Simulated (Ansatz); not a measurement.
Space group P4/nmm:1 (No. 129). a = 4.091 Å, b = 4.091 Å, c = 9.771 Å, α = 90.00°, β = 90.00°, γ = 90.00°
```json
{"atom": "Y", "site": "2c", "symmetry": "4mm", "x": "0.5000", "y": "0.0000", "z": "0.2539"}
{"atom": "Si", "site": "2b", "symmetry": "-4m2", "x": "0.0000", "y": "0.0000", "z": "0.5000"}
{"atom": "Si", "site": "2c", "symmetry": "4mm", "x": "0.5000", "y": "0.0000", "z": "0.8689"}
{"atom": "Ir", "site": "2a", "symmetry": "-4m2", "x": "0.0000", "y": "0.0000", "z": "0.0000"}
{"atom": "Ir", "site": "2c", "symmetry": "4mm", "x": "0.5000", "y": "0.0000", "z": "0.6285"}
```

Equation of state of this YSi2Ir2 structure (not necessarily the ground state), with shape and atoms relaxed at each volume where symmetry leaves them free. It has no gap at any of these volumes. All numbers below come from DFT PBEsol, scalar-relativistic, plane waves, PAW (Ansatz 0.2.0).

Settings: cutoff 420 eV, Γ-centred mesh 10×10×4 on the computed 10-atom cell, Gaussian smearing of 0.10 eV; no spin polarisation.

```csv
V (Å³/atom),E − E(largest V) (meV/atom),P (GPa)
15.371,7.83,13.85
15.862,-22.75,6.36
16.352,-32.18,0.00
16.843,-23.68,-5.38
17.334,0.00,-9.93
```

**Question.** Fit a third-order Birch–Murnaghan equation to E(V).

**Answer.** V0 = 16.35 Å³/atom, B0 = 195 GPa, B0' = 4.5.

Spin-orbit coupling is left out, which matters for the bands of heavy elements.

Cost: 5 runs of about 21 core-minutes in all, on Arm Neoverse V1 (shared hosts).